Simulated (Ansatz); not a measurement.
Ti2SnO6 (C2/m) at 2 levels of theory

One geometry, relaxed with PBE; plane waves with PAW potentials in Ansatz, scalar-relativistic. No spin polarisation. +U rows take U_eff Ti 4.00 eV on the d shells. Gaps are the least over mesh and band path; pressure is positive in compression.

```
Ti Sn O
1.0
     7.21709   -1.53445    0.02199
     7.21709    1.53445    0.02199
    -0.05974    0.00000    4.90487
Ti Sn O
2 1 6
Direct
  0.34010 0.34010 0.99232
  0.65990 0.65990 0.00768
  0.00000 0.00000 0.50000
  0.43304 0.43304 0.69889
  0.77748 0.77748 0.81262
  0.10229 0.10229 0.80867
  0.89771 0.89771 0.19133
  0.22252 0.22252 0.18738
  0.56696 0.56696 0.30111
```

```json
{"level": "PBE", "cutoff (eV)": "420", "k mesh": "10×10×6", "gap (eV)": "2.28", "pressure (GPa)": "0.0"}
```

Question: What comes out on the same cell with PBE+U?

Answer:
```tsv
level	cutoff (eV)	k mesh	gap (eV)	pressure (GPa)
PBE+U	420	10×10×6	2.70	2.0
```

It was reached by relaxing an invented guess, and it needn't be the stable form of this composition.
